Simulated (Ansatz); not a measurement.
# What moves the field gradients of SiO2?

Cell of run 1: an entry of the Crystallography Open Database (COD).

Space group P4_2/mnm (No. 136); a = 4.1667, c = 2.6645 Å.

| site | Wyckoff | site symmetry | x | y | z |
| --- | --- | --- | --- | --- | --- |
| Si | 2a | m.mm | 0.0000 | 0.0000 | 0.0000 |
| O | 4f | m.2m | 0.3061 | 0.3061 | 0.0000 |

One atom of each set is listed.

Relaxed positions (PBE, cell held):

Si (0.0000, 0.0000, 0.0000)
O (0.3053, 0.3053, 0.0000)

All runs are DFT with Ansatz 0.2.0 (plane waves and PAW, scalar-relativistic unless spin–orbit coupling is named, Γ-centred meshes, Fermi–Dirac smearing where given) in this cell.

Run 1: PBE, atoms as given; 420 eV, 7×7×11 k-points, smearing 0.02 eV.
Run 2: PBE, atoms relaxed; 420 eV, 7×7×11 k-points, smearing 0.02 eV.
Run 3: r2SCAN, at the relaxed atoms; 500 eV, 7×7×11 k-points, smearing 0.02 eV.
Run 4: LDA, at the relaxed atoms; 420 eV, 7×7×11 k-points, smearing 0.02 eV.
Run 5: PBEsol, at the relaxed atoms; 420 eV, 7×7×11 k-points, smearing 0.02 eV.

Q: What does each run give, and what moves the gradients most?

A: 

```json
{"run": "1", "Si V_zz (η)": "1.78 (0.60)", "O V_zz (η)": "-11.02 (0.15)"}
{"run": "2", "Si V_zz (η)": "1.56 (0.62)", "O V_zz (η)": "-11.10 (0.17)"}
{"run": "3", "Si V_zz (η)": "1.56 (0.62)", "O V_zz (η)": "-11.19 (0.17)"}
{"run": "4", "Si V_zz (η)": "1.54 (0.63)", "O V_zz (η)": "-10.82 (0.16)"}
{"run": "5", "Si V_zz (η)": "1.54 (0.64)", "O V_zz (η)": "-10.85 (0.17)"}
```

V_zz in 10²¹ V/m². Against run 1, the gradient tensors on these sites move by at most 0.22 in run 2 (Si), 0.22 in run 3 (Si), 0.23 in run 4 (Si), 0.23 in run 5 (Si). Taken one at a time, the functional (between the two that differ most) moves the tensors on these sites by up to 0.37 (largest principal value of the change, on O), the positions of the atoms (as given or relaxed) by 0.22 (Si).

The cell isn't the equilibrium one in runs 1, 2, 5 (calculated pressure 13, 13, 6 GPa), and the entry's cell may itself be off.
